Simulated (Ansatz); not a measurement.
The relaxed structure here is a generated cell of BN: the first start was made by placing the elements on the sites of a structure type, and the end was not matched to a known phase here, so it may be hypothetical. Known forms of BN include space group No. 186, 194, 216.

A relaxed structure of BN. Space group P6₂22 (No. 180). The numbers are results of PBE (plane waves to 420 eV, PAW, scalar-relativistic; Ansatz, a quantum-chemistry and plane-wave program), not measurements.

```xyz
6
Lattice="2.6098 0.0000 0.0000 -1.3049 2.2602 0.0000 0.0000 0.0000 5.8293" Properties=species:S:1:pos:R:3 pbc="T T T"
N      1.3049     0.0000     2.9146
N     -0.6525     1.1301     0.9715
N      0.6525     1.1301     4.8577
B      1.3049     0.0000     0.0000
B     -0.6525     1.1301     3.8862
B      0.6525     1.1301     1.9431
```

Question: Predict the band gap from PBE.

Answer: 3.70 eV, indirect (valence top at Γ, conduction bottom at M) (no spin-orbit coupling).

Question: Predict the smallest direct gap from PBE.

Answer: 6.20 eV at M.

No spin polarisation in the result.

The run could not lose the symmetry of its start, so the end can be a saddle point.
